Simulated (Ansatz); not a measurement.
The start is a generated trial cell of Ni in the AFLOW prototype A_mP4_4_2a (as in Te). Cell shape, volume and atoms are optimised at zero target pressure with PBE (plane waves to 420 eV, PAW, scalar-relativistic; Ansatz, a program for electronic structure). The first steps use a coarse 14×6×9 k-mesh.

Initial structure:
```yaml
crystal:
  lattice:
    - [2.27429, 0.00000, 0.00000]
    - [0.00000, 5.50475, 0.00000]
    - [-0.16490, 0.00000, 3.48373]
  atoms:
    - { symbol: Ni, position: [0.25000, 0.73000, 0.48000] }
    - { symbol: Ni, position: [0.75000, 0.23000, 0.52000] }
    - { symbol: Ni, position: [0.48000, 0.50000, 0.02000] }
    - { symbol: Ni, position: [0.52000, 0.00000, 0.98000] }
```
Spin-polarised start, with parallel moments on Ni.

Task: How large is the pressure on the unrelaxed cell, and of which sign?

Result: +17.8 GPa (positive: the cell is compressed).

Task: What is the largest force in the starting geometry, and on which atom (counted from 1)?

Result: 2.20 eV/Å, on Ni1, Ni2 (atoms numbered as listed).

Task: What symmetry does the relaxed structure have?

Result: The space group goes from P2₁ (No. 4) to Fm-3m (No. 225); the end is fcc (Cu type), with 1 atom in the primitive magnetic cell.

Task: By how much does the energy per atom fall from start to end?

Result: 0.53 eV/atom.

Task: How do the shortest distances between atoms change?

Result: The closest pairs of elements (up to four, under 3.6 Å), start → end: Ni–Ni 2.13 → 2.49 Å.

Task: Give the final cell and atomic positions.

Result: 
Space group Fm-3m (No. 225); a = b = c = 3.5184 Å, α = β = γ = 90.00°

```tsv
atom	site	symmetry	x	y	z
Ni	4a	m-3m	0.0000	0.0000	0.0000
```
(The calculation used a cell of 1 atom; values per cell refer to that cell.)

Final values are on a 23×23×23 k-mesh of the relaxed cell. Spin state reached: ferromagnetic (net 0.63 μB/atom), from parallel starting moments; other spin orders were not run from this start.

The run could not lose the symmetry of its start; a randomly shaken copy of 2 atoms returns to this structure.
